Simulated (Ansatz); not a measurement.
**Pt3PbC: energy against volume and a worked fit**

```cif
data_structure
_symmetry_space_group_name_H-M 'P 1'
_symmetry_Int_Tables_number 1
_cell_length_a 4.3480
_cell_length_b 4.3480
_cell_length_c 4.3480
_cell_angle_alpha 90.000
_cell_angle_beta 90.000
_cell_angle_gamma 90.000
_cell_volume 82.20
loop_
_atom_site_label
_atom_site_type_symbol
_atom_site_fract_x
_atom_site_fract_y
_atom_site_fract_z
_atom_site_occupancy
Pb1 Pb 0.00000 0.00000 0.00000 1
Pt1 Pt 0.50000 0.00000 0.50000 1
Pt2 Pt 0.50000 0.50000 0.00000 1
Pt3 Pt 0.00000 0.50000 0.50000 1
C1 C 0.50000 0.50000 0.50000 1
```

The cell comes from a database or a generator and needn't be the stable form of this composition.

The cell was scaled at fixed shape and fractions and run with Ansatz, Ansatz PAW, cutoff 420 eV; PBE, k mesh 6 × 6 × 6 on the cell of 5 atoms, fermi-dirac occupations of 0.05 eV, no spin polarisation, no spin-orbit coupling. Energies are those that the program minimises, any entropy of the smearing included. For a metal such a mesh isn't converged to the digits shown.

```tsv
V (Å³/atom)	energy over the lowest row (meV/atom)
15.4539	30.11
15.7828	11.92
16.1116	?
16.4404	0.00
16.7692	4.50
17.0980	14.89
17.4268	30.51
```

Task: Fit the third-order Birch-Murnaghan form, give V0, B0 and B′, and predict the energy left open.

Result: With y = (V0/V)^(2/3), E = E0 + (9 V0 B0/16) [(y - 1)³ B′ + (y - 1)² (6 - 4y)]. Least squares through the rows shown give V0 = 16.3779 Å³/atom, E0 = -0.11 meV, B0 = 165.4 GPa (1 eV/Å³ = 160.218 GPa) and B′ = 5.00, with a largest miss of 0.01 meV. At V = 16.1116 the form with these constants gives 2.20 meV; the run gave 2.19 meV an atom.
